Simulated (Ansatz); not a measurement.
**Band structure of TiGa$_{3}$**

```
Ti Ga
1.0
    -1.89450    1.89450    4.36700
     1.89450   -1.89450    4.36700
     1.89450    1.89450   -4.36700
Ti Ga
1 3
Direct
  0.00000 0.00000 0.00000
  0.50000 0.50000 0.00000
  0.75000 0.25000 0.50000
  0.25000 0.75000 0.50000
```

Atom numbers follow the list: Ti1, Ga2, Ga3, Ga4.

The geometry is COD entry 1522707, unchecked; take it as a test cell.

Spin polarisation is left out, and whether a magnetic state lies lower isn't shown here.

Theory: DFT, PBEsol, all-electron LAPW, scalar-relativistic in Ansatz 0.2.0.

Sampling and basis: a Γ-centred 14×14×14 k mesh, Fermi–Dirac smearing of 0.05 eV, basis error target 0.5 meV/atom, no spin polarisation.

Points in fractions of the reciprocal vectors of this cell: Γ (0, 0, 0), X (0, 0, 0.5), P (0.25, 0.25, 0.25), N (0, 0.5, 0), M (0.5, 0.5, -0.5), S (0.297, 0.703, -0.297), S0 (-0.297, 0.297, 0.297). The path runs Γ–X–P–N–Γ–M–S–S0–Γ. Energies are in eV from the Fermi level; (×n) counts levels within 4 meV of each other, which need not be degenerate by symmetry.

Task: List the levels at Γ between -20 and 3 eV.

Result: -14.99, -14.87, -14.83, -14.70 (×2), -14.66 (×2), -14.60 (×2), -14.58, -14.46, -14.43 (×2), -14.41, -14.26, -11.31, -3.94, -3.14, -1.28 (×2), -1.19, 0.44, 1.11, 2.10 (×2).

Task: List the levels at S0 between -20 and 3 eV.

Result: -14.80, -14.77, -14.74, -14.73, -14.67, -14.64, -14.62, -14.61, -14.55 (×2), -14.52, -14.52, -14.50, -14.45, -14.43, -8.18, -7.83, -6.21, -1.19, -0.84, -0.66, 0.63, 1.36, 1.57, 2.35.

Task: List the levels at S between -20 and 3 eV.

Result: -14.80, -14.77, -14.74, -14.73, -14.67, -14.64, -14.62, -14.61, -14.55 (×2), -14.52, -14.52, -14.50, -14.45, -14.43, -8.18, -7.83, -6.21, -1.19, -0.84, -0.66, 0.63, 1.36, 1.57, 2.35.

Task: What is the band gap?

Result: none: with an odd electron count and no spin polarisation the bands can't all be full, a metal in this set-up (in compounds, spin order or a distortion in a larger cell can open a gap).
